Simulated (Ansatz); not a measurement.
SiSn (rock salt, Fm-3m), the program Ansatz at the PBE level (PAW), all energies at zero smearing, with the estimated change up to a 700 eV cutoff added, with one set of potentials and settings (totals compare only within such a set). Cell of 2 atoms (1 Si, 1 Sn): -6659.333 eV.

```tsv
element	reference phase	E (eV/atom)
Si	Fd-3m, 2 atoms in the cell	-635.8096
Sn	Fd-3m, 2 atoms in the cell	-6024.2128
```

Formation energy per atom, worked out: (-6659.333 − 1×(-635.8096) − 1×(-6024.2128))/2 = 0.345 eV/atom (33 kJ per mol of atoms), at 0 K, without zero-point energy or fitted corrections.

The cell is a constructed one: a structure type filled with these elements; neither database checked (COD, Materials Project) lists it. Its standing as an ambient phase is unchecked. The cell was relaxed with PBE under the symmetry of its start; its stability against distortions is not shown here. The references are the lowest solids computed at this level, not always the standard phases. Spin–orbit coupling is left out wherever it is not named.

Potentials: the later of the program's two PAW sets.
